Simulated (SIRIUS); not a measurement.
Set-up for a self-consistent single point of MoS2 (R3m, 3 atoms in the cell; from Materials Project mp-1434, changed as shown).

```
CELL_PARAMETERS angstrom
      1.61310     0.93132     6.56740
     -1.61310     0.93132     6.56740
      0.00000    -1.86265     6.56740
ATOMIC_POSITIONS crystal
  Mo 0.99978 0.99978 0.99978
  S  0.41294 0.41294 0.41294
  S  0.25330 0.25330 0.25330
```

Level of theory: LDA (PW92), PseudoDojo 0.4 standard norm-conserving LDA (tails mended) pseudopotentials (plane waves; SIRIUS 7.12.0).

SIRIUS settings:

```
key                                                                                                           value
--------------------------------------  ---------------------------------------------------------------------------
parameters.ngridk                                                                                             6 6 6
parameters.xc_functionals                                                                   [XC_LDA_X, XC_LDA_C_PW]
parameters.gk_cutoff                                                                                   8.944 1/bohr
parameters.pw_cutoff                                                                                  17.889 1/bohr
parameters.smearing                                                                                        gaussian
parameters.smearing_width                                                                            0.000367493 Ha
potentials                              PseudoDojo 0.4 standard norm-conserving LDA (tails mended) pseudopotentials
parameters.electronic_structure_method                                                              pseudopotential
parameters.num_bands                                                                                             17
parameters.num_mag_dims                                                                                           0
parameters.num_dft_iter                                                                                         100
parameters.energy_tol                                                                                      1e-07 Ha
parameters.density_tol                                                                                        1e-06
mixer.type                                                                                                 anderson
mixer.beta                                                                                                      0.3
mixer.use_hartree                                                                                             false
```

Results:

```
Property                                                 Result
------------------------------------------------  -------------
Number of valence electrons                                  26
Number of bands                                              17
Number of k-points after the program's reduction             32
Number of plane waves (most at a k-point)                  4849
Number of SCF iterations                                     18
FFT grid                                           80 × 80 × 80
Free energy E − TS                                -2519.4739 eV
Gap on the k-point mesh                                 1.03 eV
Pressure                                             -10.26 GPa
Largest force (vector length)                        0.900 eV/Å
```

Forces (eV/Å):
```csv
atom,Fx,Fy,Fz
Mo1,0.000,0.000,0.000
S2,0.000,0.000,-0.900
S3,0.000,0.000,0.900
```

Stress (GPa, positive for compression):
```
-10.73    0.00    0.00
  0.00  -10.73    0.00
  0.00    0.00   -9.32
```

The gap is read on the k-point mesh of the run and can differ from the gap over the whole zone at this level.

For comparison: a first run was changed to give this one (volume scaled by 1.04), and from it to this one the free energy rises by 38.0 meV/atom, the pressure goes from -5.62 to -10.26 GPa, the largest force goes from 0.306 to 0.900 eV/Å and the gap on the mesh goes from 1.052 to 1.025 eV.

The structure comes from a collection of computed structures, made at another level of theory; the collection holds predicted forms beside known ones.

Cost on one core: roughly 6 core-minutes.

“Tails mended”: in these copies of the files the far tail of each local potential was reset to the Coulomb form.
